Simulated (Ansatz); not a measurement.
### Question
Each is relaxed and computed with LDA (plane waves, PAW; program Ansatz). Which alone has a direct gap?
(A) CdPS3, C2/m (Cd on 4g, P on 4i, S on 8j, S on 4i)
(B) NaH, rock salt
(C) NiH2O2, P-3m1 (Ni on 1a, H on 2d, O on 2d)
(D) LiHS, Ama2 (Li on 4a, S on 4b, H on 4b)

### Answer
D, LiHS, Ama2 (Li on 4a, S on 4b, H on 4b). LiHS: gap 3.04 eV (direct); NiH2O2: gap 0.90 eV (indirect); NaH: gap 3.55 eV (indirect); CdPS3: gap 1.71 eV (indirect). Spin orders computed, not proven ground states: NiH2O2, P-3m1 (Ni on 1a, H on 2d, O on 2d) antiferromagnetic. Standing as an ambient phase not checked: LiHS, Ama2 (Li on 4a, S on 4b, H on 4b); NiH2O2, P-3m1 (Ni on 1a, H on 2d, O on 2d); CdPS3, C2/m (Cd on 4g, P on 4i, S on 8j, S on 4i). Weakly bound layers, chains or molecules computed without a dispersion correction, so cells and soft constants are ill determined: NiH2O2, P-3m1 (Ni on 1a, H on 2d, O on 2d); CdPS3, C2/m (Cd on 4g, P on 4i, S on 8j, S on 4i). Unstable at this level: LiHS, Ama2 (Li on 4a, S on 4b, H on 4b). All cells were relaxed under the symmetry of their starts (and spin orders); stability against distortions was not tested throughout. No Hubbard U is applied. Spin–orbit coupling is left out wherever it is not named.

Potentials: the later of the program's two PAW sets.
